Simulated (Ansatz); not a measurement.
**In₄Fe (Im-3m) at 2 levels of theory**

One geometry, relaxed with PBE; plane waves with PAW potentials in Ansatz, scalar-relativistic. Collinear spin; the first row ends at 1.9 μB a primitive cell. Gaps are the least over mesh and band path; pressure is positive in compression.

```cif
data_structure
_symmetry_space_group_name_H-M 'Im-3m'
_symmetry_Int_Tables_number 229
_cell_length_a 6.2105
_cell_length_b 6.2105
_cell_length_c 6.2105
_cell_angle_alpha 90.000
_cell_angle_beta 90.000
_cell_angle_gamma 90.000
_cell_volume 239.54
loop_
_atom_site_label
_atom_site_type_symbol
_atom_site_symmetry_multiplicity
_atom_site_Wyckoff_symbol
_atom_site_fract_x
_atom_site_fract_y
_atom_site_fract_z
_atom_site_occupancy
In1 In 8 c 0.25000 0.25000 0.75000 1
Fe1 Fe 2 a 0.00000 0.00000 0.00000 1
```

```
level  cutoff (eV)  k mesh  gap (eV)  pressure (GPa)  largest moment (μB)
  PBE          420   8×8×8         0             0.0                 1.96
```

What comes out on the same cell with PBEsol?

```json
{"level": "PBEsol", "cutoff (eV)": "420", "k mesh": "8×8×8", "gap (eV)": "0", "pressure (GPa)": "-3.6", "largest moment (μB)": "1.94"}
```

It was reached by relaxing an invented guess, and it needn't be the stable form of this composition.
